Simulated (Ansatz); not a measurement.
Cs2ZrF6:
```
CELL_PARAMETERS angstrom
      6.40026     0.00000     0.00000
     -3.20013     5.54279     0.00000
      0.00000     0.00000     4.97638
ATOMIC_POSITIONS crystal
  Cs 0.66667 0.33333 0.30221
  Cs 0.33333 0.66667 0.69779
  Zr 0.00000 0.00000 0.00000
  F  0.84787 0.15213 0.77706
  F  0.15213 0.84787 0.22294
  F  0.84787 0.69573 0.77706
  F  0.15213 0.30427 0.22294
  F  0.30427 0.15213 0.77706
  F  0.69573 0.84787 0.22294
```

DFT-r²SCAN in the program Ansatz with PAW potentials gives a gap of 7.70 eV without spin–orbit coupling, maximum off the standard path, at k = (-0.042, 0.042, 0.250), minimum at Γ.

**Question.** What happens when spin–orbit coupling is switched on?

**Answer.** The gap drops by 0.04 eV, to 7.66 eV; maximum on the Γ–A line, 42 % of the way from Γ, minimum at Γ.

**Question.** Give the electron effective mass with spin–orbit coupling.

**Answer.** 3.9, 5.1, 5.1 mₑ (principal values).

**Question.** Give the hole effective mass with spin–orbit coupling.

**Answer.** 11, 11, 12 mₑ (principal values).

Space group P-3m1. The first step of the workflow began from a Materials Project structure, measured or hypothetical; the Crystallography Open Database files this formula in space group No. 164, but the cells were not matched. Its standing as an ambient phase is unchecked. The cell was relaxed with r²SCAN under the symmetry of its start; whether a distortion lowers the energy is not shown. No spin polarisation was allowed.

Potentials: the later of the program's two PAW sets.
